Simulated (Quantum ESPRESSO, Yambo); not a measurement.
# Levels of theory for the gap of SnS$_{2}$ monolayer

A free-standing SnS2 monolayer (symmetry P-3m1, slab cell 15.9 Å high): one geometry, one set of PBE (stringent potentials; Quantum ESPRESSO, PseudoDojo norm-conserving, 102 Ry, without SOC) orbitals, self-energies from Yambo (6×6×1 Γ-centred k mesh, bands 5 to 125 and a 8 Ry block in the screening, 125 bands in G with the Bruneval-Gonze terminator, plasmon pole fitted at 27.2 eV, slab-truncated Coulomb interaction, stochastic integration of W near q = 0).

The layer was cut from Materials Project entry mp-1170 and relaxed with PBEsol in a cell 15.9 Å high, with the Coulomb interaction truncated along z.

```
level                                                     gap (0, 0.167) → M (eV)  direct gap at M (eV)       rough Yambo cost
--------------------------------------------------------  -----------------------  --------------------  ---------------------
PBE (Quantum ESPRESSO)                                                       1.62                  1.88                      –
exchange only (Hartree-Fock self-energy on PBE orbitals)                     7.62                  8.04  about 1/10 (8 states)
G0W0@PBE, plasmon pole                                                       3.18                  3.48           1 (8 states)
```

Bare exchange has no screening and gives the widest gap.

Costs are rough ratios of core time on shared machines.

Nearest settings tried, and what they do to the gap: 70 bands in G: +9 meV; 70 bands in W, 70 bands in G: +62 meV; 5 Ry block (267 vectors against 501): -51 meV. Not varied: mesh, cell height. So the settings aren't converged at that level.

Spin-orbit splittings are left out.
